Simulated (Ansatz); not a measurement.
CaAlO$_{2}$F:
```
CELL_PARAMETERS angstrom
      3.72672     0.00000     0.00000
      0.00000     3.72672     0.00000
      0.00000     0.00000     3.67661
ATOMIC_POSITIONS crystal
  Ca 0.50000 0.50000 0.50000
  Al 0.00000 0.00000 0.00000
  O  0.50000 0.00000 0.00000
  O  0.00000 0.50000 0.00000
  F  0.00000 0.00000 0.50000
```

Relaxed with PBEsol. Special points in fractions of this cell's reciprocal vectors: Γ (0.000, 0.000, 0.000); X (0.000, 0.500, 0.000); M (0.500, 0.500, 0.000); Z (0.000, 0.000, 0.500); R (0.000, 0.500, 0.500); A (0.500, 0.500, 0.500).

**Question.** List the band energies nearest the valence-band maximum at these points for plane-wave PAW PBEsol (Ansatz code).

**Answer.** In eV from the valence-band maximum; about four levels below and three above (degenerate sets whole), none deeper than 8.9 eV; points with the same levels are listed once.

```tsv
k	below	above
Γ	-2.20 -1.57 -1.02 -1.02	3.38 3.84 4.81
X	-2.85 -2.42 -2.35 -2.24	4.87 5.77 5.79
M	-2.92 -2.92 -2.20 -0.16	5.32 6.04 6.99
Z	-4.09 -2.77 -1.32 -1.32	5.42 5.54 5.80
R	-2.83 -2.76 -2.32 -2.26	5.82 5.91 5.98
A	-2.16 -1.92 -1.92 0.00	4.11 5.32 5.32
```

Space group P4/mmm. The start of the workflow was typed in or built on a structure type; neither database checked (COD, Materials Project) lists it. Whether it is the stable phase at ambient conditions was not checked. Symmetry was held in the PBEsol relaxation. At this level the phase is dynamically unstable (imaginary phonons).

Potentials: the earlier of the program's two PAW sets. The files were generated under PBE; for other functionals the program regenerates the frozen cores, and for LDA and PBEsol the local potential too.
